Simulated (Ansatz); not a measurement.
## LaTlZnSe$_{3}$ single point

input.yaml (Ansatz 0.2.0)

```yaml
crystal:
  lattice:
    - [4.003808, 0.0, 0.0]
    - [2.001904, -7.670044, 0.0]
    - [0.0, 0.0, -10.570828]
  atoms:
    - { symbol: La, position: [0.0, 0.0, 0.0] }
    - { symbol: La, position: [0.0, 0.0, 0.5] }
    - { symbol: Tl, position: [0.74104, 0.51792, 0.75] }
    - { symbol: Tl, position: [0.25896, 0.48208, 0.25] }
    - { symbol: Se, position: [0.38157, 0.23686, 0.94264] }
    - { symbol: Se, position: [0.61843, 0.76314, 0.44264] }
    - { symbol: Se, position: [0.61843, 0.76314, 0.05736] }
    - { symbol: Se, position: [0.38157, 0.23686, 0.55736] }
    - { symbol: Se, position: [0.05452, 0.89096, 0.75] }
    - { symbol: Se, position: [0.94548, 0.10904, 0.25] }
    - { symbol: Zn, position: [0.45965, 0.0807, 0.75] }
    - { symbol: Zn, position: [0.54035, 0.9193, 0.25] }
  symmetry: { tolerance: 0.0003 }
kpoints:
  mp_grid: { grid: [7, 7, 3], shift: [0, 0, 0] }
  band_path:
    path:
      - [0.0, 0.0, 0.0]
      - [0.0, -0.5, 0.0]
      - [0.46593873, -0.26703063, 0.0]
      - [0.53406127, 0.26703063, 0.0]
      - [0.0, 0.0, 0.0]
      - [0.0, 0.0, -0.5]
      - [0.53406127, 0.26703063, -0.5]
      - [0.46593873, -0.26703063, -0.5]
      - [0.0, -0.5, -0.5]
      - [0.0, -0.5, 0.0]
      - [0.0, 0.0, 0.0]
    npoints: 7
magnetization:
  spin_polarized: false
scf:
  occupations: { method: gaussian, width: 0.0161 }
  lower_state_search: "off"
  max_iter: 200
hamiltonian:
  pseudopotentials: { kind: paw }
  xc: r2scan
basis:
  ecutwfc: 500
  fft_grid_basis: typed
output:
  forces: true
  stress: true
  eigenvalues: true
  populations: true
  elf: true
  write_potential: true
  volumetric_format: npy
  dos:
    e_range: [-12, 8]
    de: 0.05
    projected: { site_lists: { La: [La], Se: [Se], Tl: [Tl], Zn: [Zn] } }
checkpoint:
  read: saved_state
```

Command:

```sh
ansatz run input.yaml --threads 1 --pin off --max-ram 2560MiB --backend cpu --events-out ev --progress --plain --runs-dir out
```

The run starts from an earlier solution of this cell. 

Excerpt of what it printed:

```
Free energy (F): -74980.2046 eV
Harris-Foulkes:  -74980.2046 eV  (|F-HF|=6.54e-8)
Internal energy: -74980.2046 eV  (E = F + TS)
E sigma→0 (E₀):  -74980.2046 eV
Fermi energy:    8.8148 eV
--- Per-component energies (eV) ---
  E_band       = -2447.6912
  E_kinetic    = 2054.8659
  E_local      = -24085.2123  (includes V_loc(G=0)·N_el)
  E_nonlocal   = -1515.6628
  E_hartree    = 11331.9210
  E_xc         = -1556.1812
  E_vxc        = -1398.5826  (∫ρ·V_xc dr)
  E_paw        = -46499.4786  (= ΣΔE_a)
  E_vpaw       = -245.2743  (= ΣTr[D̂ρ^β])
  E_aug_tail   = -0.0013  (compensation charges beyond the density's cutoff)
  E_vtau       = 78.3270  (kinetic-family band-sum trace: ∫τ·v_τ [+ j·A + Jᵃ·Aᵃ] dr)
  E_ewald      = -14701.7181
  E_core_change = -8.7373  (= ΣΔE_core)
  E_smearing   =  0.0000  (= −TS)
--- Forces (eV/Å), atoms counted from 1 ---
  atom   1  La     0.0000     0.0000     0.0000
  atom   2  La     0.0000     0.0000     0.0000
  atom   3  Tl     0.0000     0.2411     0.0000
  atom   4  Tl     0.0000    -0.2411     0.0000
  atom   5  Se     0.0000    -2.5009     0.5750
  atom   6  Se     0.0000     2.5009     0.5750
  atom   7  Se     0.0000     2.5009    -0.5750
  atom   8  Se     0.0000    -2.5009    -0.5750
  atom   9  Se     0.0000     1.4853     0.0000
  atom  10  Se     0.0000    -1.4853     0.0000
  atom  11  Zn     0.0000    -0.0406     0.0000
  atom  12  Zn     0.0000     0.0406     0.0000
--- Stress (GPa, compression-positive) ---
       12.6027       0.0000       0.0000
        0.0000       8.2958       0.0000
        0.0000       0.0000      11.8877
  P = ⅓ Tr σ = 10.9287 GPa (109.287 kbar)
```

Origin: a known structure type with other elements, at an estimated volume, so it need not be a known compound. Caveats: atoms or cell far from equilibrium; f levels without a U or exact exchange are poorly placed.
